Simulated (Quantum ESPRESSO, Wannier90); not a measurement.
## Tight-binding from DFT: SnPbS₂ (R-3m)

Cell from Materials Project (mp-1218952), symmetrised, no further relaxation. Not found in the COD (Crystallography Open Database) copy used; not checked further. Computed values, not measurements, from PBEsol: Quantum ESPRESSO (norm-conserving PseudoDojo potentials, cutoff 58 Ry, spinors with spin-orbit coupling) on a Γ-centred 6×6×6 mesh, then Wannier90. Density: 8×8×8 mesh, Gaussian smearing 0.01 Ry. With spin-orbit coupling a semilocal functional can close or falsely invert a small gap; the band order was not checked against a better method. The gap is small at this level and was sampled on the meshes and a path alone.

On the energy scale of pw.x, whose zero is arbitrary, the valence-band maximum lies at 8.08 eV.

Input w.win:

```
num_bands = 2
num_wann = 2
exclude_bands = 1-24,27-72
spinors = true
num_iter = 1000
conv_tol = 1.0e-6
conv_window = 4
write_hr = true
write_u_matrices = true
auto_projections = true
begin unit_cell_cart
ang
   -2.0964350141    3.6311319592    0.0000000000
   -4.1928700282    0.0000000000    0.0000000000
   -2.0964350141    1.2103773197    6.8533200000
end unit_cell_cart
begin atoms_frac
Sn   0.5000000000  0.5000000000  0.5000000000
Pb   0.0000000000  0.0000000000  0.0000000000
S   -0.2472090000 -0.2472090000 -0.2583730000
S    0.2472090000  0.2472090000  0.2583730000
end atoms_frac
mp_grid = 6 6 6
begin kpoints
0.0000000000 0.0000000000 0.0000000000
0.0000000000 0.0000000000 0.1666666667
0.0000000000 0.0000000000 0.3333333333
... (213 more lines: the 6x6x6 mesh through Gamma)
end kpoints
```

Input of pw2wannier90.x that gives the overlap and projection files (equivalent; here they were cut from one run over all bands):

```
&inputpp
  outdir = './out'
  prefix = 'pwscf'
  seedname = 'w'
  write_amn = .true.
  write_mmn = .true.
  atom_proj = .true.
  atom_proj_exclude = 1 2 3 4 5 6 7 8 9 10 11 12 13 14 15 16 17 18 19 20 21 22 23 24 25 26 27 28 31 32 33 34 35 36 37 38 39 40 41 42 43 44 45 46 47 48 49 50 51 52
/
```

Output w.wout (banner and timings cut):

```
                                    ------
                                    SYSTEM
                                    ------

                              Lattice Vectors (Ang)
                    a_1    -2.096435   3.631132   0.000000
                    a_2    -4.192870   0.000000   0.000000
                    a_3    -2.096435   1.210377   6.853320

                   Unit Cell Volume:     104.34087  (Ang^3)

                        Reciprocal-Space Vectors (Ang^-1)
                    b_1     0.000000   1.730365  -0.305603
                    b_2    -1.498540  -0.865183  -0.305603
                    b_3     0.000000   0.000000   0.916809

 *----------------------------------------------------------------------------*
 |   Site       Fractional Coordinate          Cartesian Coordinate (Ang)     |
 +----------------------------------------------------------------------------+
 | sn   1   0.50000   0.50000   0.50000   |   -4.19287   2.42075   3.42666    |
 | pb   1   0.00000   0.00000   0.00000   |   -0.00000   0.00000   0.00000    |
 | s    1  -0.24721  -0.24721  -0.25837   |    2.09644  -1.21038  -1.77071    |
 | s    2   0.24721   0.24721   0.25837   |   -2.09644   1.21038   1.77071    |
 *----------------------------------------------------------------------------*
                                ------------
                                K-POINT GRID
                                ------------

             Grid size =  6 x  6 x  6      Total points =  216

 *---------------------------------- MAIN ------------------------------------*
 |  Number of Wannier Functions               :                 2             |
 |  Number of Objective Wannier Functions     :                 2             |
 |  Number of input Bloch states              :                 2             |
 |  Output verbosity (1=low, 5=high)          :                 1             |
 |  Timing Level (1=low, 5=high)              :                 1             |
 |  Optimisation (0=memory, 3=speed)          :                 3             |
 |  Length Unit                               :               Ang             |
 |  Post-processing setup (write *.nnkp)      :                 F             |
 |  Using Gamma-only branch of algorithms     :                 F             |
 *----------------------------------------------------------------------------*
 *------------------------------- WANNIERISE ---------------------------------*
 |  Total number of iterations                :              1000             |
 |  Number of CG steps before reset           :                 5             |
 |  Trial step length for line search         :             2.000             |
 |  Convergence tolerence                     :         0.100E-05             |
 |  Convergence window                        :                 4             |
 |  Iterations between writing output         :                 1             |
 |  Iterations between backing up to disk     :               100             |
 |  Write r^2_nm to file                      :                 F             |
 |  Write xyz WF centres to file              :                 F             |
 |  Write on-site energies <0n|H|0n> to file  :                 F             |
 |  Use guiding centre to control phases      :                 F             |
 |  Use phases for initial projections        :                 F             |
 *----------------------------------------------------------------------------*
 *-------------------------------- PLOTTING ----------------------------------*
 |  Plotting Hamiltonian in WF basis          :                 T             |
 *----------------------------------------------------------------------------*

       ... (k-mesh section left out)

 Starting a new Wannier90 calculation ...

 Reading overlaps from w.mmn

 Reading projections from w.amn

 *------------------------------- WANNIERISE ---------------------------------*
 +--------------------------------------------------------------------+<-- CONV
 | Iter  Delta Spread     RMS Gradient      Spread (Ang^2)            |<-- CONV
 +--------------------------------------------------------------------+<-- CONV

 ------------------------------------------------------------------------------
 Initial State
  WF centre and spread    1  (  0.000000,  0.000000,  0.000000 )     5.84006245
  WF centre and spread    2  (  0.000000, -0.000000, -0.000000 )     5.84006245
  Sum of centres and spreads (  0.000000,  0.000000,  0.000000 )    11.68012490

      0     0.117E+02     0.0000000000       11.6801248999  <-- CONV
        O_D=      0.0000122 O_OD=      0.0000207 O_TOT=     11.6801249 <-- SPRD
 ------------------------------------------------------------------------------
      1    -0.159E-05     0.0015485268       11.6801233123  <-- CONV
        O_D=      0.0000118 O_OD=      0.0000194 O_TOT=     11.6801233 <-- SPRD
      2    -0.558E-07     0.0003270495       11.6801232565  <-- CONV
        O_D=      0.0000118 O_OD=      0.0000194 O_TOT=     11.6801233 <-- SPRD
      3    -0.235E-07     0.0001832468       11.6801232330  <-- CONV
        O_D=      0.0000118 O_OD=      0.0000194 O_TOT=     11.6801232 <-- SPRD
      4    -0.613E-08     0.0000921757       11.6801232269  <-- CONV
        O_D=      0.0000118 O_OD=      0.0000194 O_TOT=     11.6801232 <-- SPRD
      5    -0.297E-08     0.0000634107       11.6801232239  <-- CONV
        O_D=      0.0000118 O_OD=      0.0000194 O_TOT=     11.6801232 <-- SPRD
             <<<     Delta < 1.000E-06  over  4 iterations     >>>
             <<< Wannierisation convergence criteria satisfied >>>
 Final State
  WF centre and spread    1  (  0.000000,  0.000000,  0.000000 )     5.84006161
  WF centre and spread    2  (  0.000000, -0.000000, -0.000000 )     5.84006161
  Sum of centres and spreads (  0.000000,  0.000000,  0.000000 )    11.68012322

         Spreads (Ang^2)       Omega I      =    11.680092088
        ================       Omega D      =     0.000011759
                               Omega OD     =     0.000019377
    Final Spread (Ang^2)       Omega Total  =    11.680123224
```
